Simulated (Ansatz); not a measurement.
# Notes on TiCr2

```
Cr Ti
1.0
     4.91300    0.14297   -0.00206
    -2.33269    4.01738   -0.00112
    -0.00334   -0.00403    8.26629
Cr Ti
8 4
Direct
  0.80434 0.62904 0.24868
  0.16887 0.83744 0.76094
  0.32257 0.17323 0.24101
  0.14572 0.36490 0.74174
  0.82827 0.19004 0.23982
  0.67024 0.82593 0.74619
  0.00748 0.00977 0.98921
  0.02096 0.00585 0.50169
  0.34567 0.67026 0.05447
  0.67071 0.32466 0.56337
  0.34036 0.65984 0.44471
  0.67635 0.30115 0.92540
```

Method: PBEsol, no spin polarisation; PAW, plane waves to 420 eV, 4×5×2 (shifted by 0, 0, 0.5 steps) mesh, fermi-dirac occupations (width 0.1 eV) (Ansatz 0.2.0), atoms fixed.

Problem. What do density and ELF say about some of the short contacts?

Solution. Cr–Cr at 2.10 Å: least valence density 0.75 e/Å³ and ELF 0.25 there. Cr–Ti at 2.62 Å: least valence density 0.29 e/Å³ and ELF 0.21 there. Ti–Ti at 2.80 Å: least valence density 0.19 e/Å³ and ELF 0.15 there. Both are smooth PAW fields, read partly inside the augmentation spheres.

Problem. Metal or insulator?

Solution. It is a metal, with about 12 states/eV a cell as the mean within 0.25 eV of the Fermi level, mostly Cr d (66 %) and Ti d (23 %).

Problem. What is the formation energy?

Solution. 0.04 eV an atom against the elements' usual phases (free molecules for gases, crystals otherwise, with no correction for O₂ or N₂), too near zero to call. Relaxing would lower it.

Problem. Which atom feels the largest force, and which way?

Solution. The largest is on Cr4: 2.28 eV/Å, components (2.09, -0.88, 0.25). It makes 139° with the line to a nearest neighbour, Cr2 at 2.15 Å, pointing away from it.

Problem. What does the stress say?

Solution. The pressure is -8.9 GPa (compression positive), so with the atoms held at these fractions the cell would first shrink; the forces are large, so a full relaxation may end otherwise. The principal stresses -13.7, -11.2, -1.8 GPa differ, so its shape would change too.

Origin: a strained cell with displaced atoms, so it need not be a known compound. Caveats: no spin polarisation, so a magnetic state may lie lower; the k mesh is coarse if the cell is a metal; atoms or cell far from equilibrium.
